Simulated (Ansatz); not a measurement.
LaZrNO2 in space group I2_12_12_1 (No. 24; Pearson symbol oI20), PBE (plane waves, PAW; program Ansatz), all energies at zero smearing, with the estimated change up to a 700 eV cutoff added, with one set of potentials and settings (totals compare only within such a set). Cell of 10 atoms (2 La, 2 Zr, 2 N, 4 O): -23923.760 eV.

| element | reference phase | E (eV/atom) |
|---|---|---|
| La | P6_3/mmc, 4 atoms in the cell | -6250.3045 |
| Zr | P6_3/mmc, 2 atoms in the cell | -4183.8611 |
| N | Pa-3, 8 atoms in the cell | -384.0342 |
| O | C2/m, 4 atoms in the cell, spin-polarised | -565.0042 |

Formation energy per atom, worked out: (-23923.760 − 2×(-6250.3045) − 2×(-4183.8611) − 2×(-384.0342) − 4×(-565.0042))/10 = -2.734 eV/atom (-264 kJ per mol of atoms), at 0 K, without zero-point energy or fitted corrections.

The start of the workflow was typed in or built on a structure type; neither database checked (COD, Materials Project) lists it. Its standing as an ambient phase is unchecked. The PBE relaxation kept the symmetry of its start; whether a distortion lowers the energy is not shown. No spin polarisation was allowed. The references are the lowest solids computed at this level, not always the standard phases (solids in place of the gases). Spin–orbit coupling is left out wherever it is not named.

Potentials: the earlier of the program's two PAW sets.
